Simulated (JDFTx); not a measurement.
```json
{
 "surface": "P(010)",
 "bulk": "P, Cmce, lattice of mp-157 (not re-optimised)",
 "slab": "8 atoms in 4 planes, 1x1, 7.6 Å between the outermost planes",
 "in-plane cell": "3.295 × 4.544 Å, 14.97 Å²",
 "cell_height": "23.6 Å",
 "sampling": "6×4×1 k mesh, Fermi smearing 0.003 Ha, no spin polarisation"
}
```

Computed with a modified build of JDFTx: PBE, GBRV ultrasoft potentials, plane waves to 20/100 Ha. All atoms were relaxed in vacuum, keeping the start's symmetry. The same slab in several liquids and models. Both faces are the same ideal termination; reconstructions, overlayers and chemisorbed solvent are outside this model. These are Kohn-Sham edges of the slab on its k mesh, not quasiparticle energies; surface states and confinement enter them. Edges are measured from the vacuum level or from the bulk liquid. Outside water the salt is nominal: the model doesn't ask whether it dissolves. The layers stand 3.3 Å apart with no dispersion correction to bind them, and the coupling between layers, hence the edges, hangs on this spacing.

Rows marked * run the linear model with a cavity as tight as the nonlinear model's (nc near 0.001 bohr⁻³), a pairing that these parameters may not suit; read them as the setting's result and not as the solvent's value.

| medium | valence edge (eV) | conduction edge (eV) | rough core time |
|---|---|---|---|
| vacuum | -4.72 | -4.23 | – |
| linear PCM (GLSSA13), water, 1 M NaF | (withheld) | (withheld) | 3 min |
| linear PCM (GLSSA13), dimethyl sulfoxide, 1 M NaF * | -4.27 | -3.75 | 3 min |
| linear PCM (GLSSA13), ethanol, 1 M KF * | -4.20 | -3.68 | 3 min |

Q: Some entries are withheld; supply them.

A: 
- linear PCM (GLSSA13), water, 1 M NaF, valence edge (eV): -4.52
- linear PCM (GLSSA13), water, 1 M NaF, conduction edge (eV): -4.02

The times are rough (shared hosts); only ratios past two mean anything.
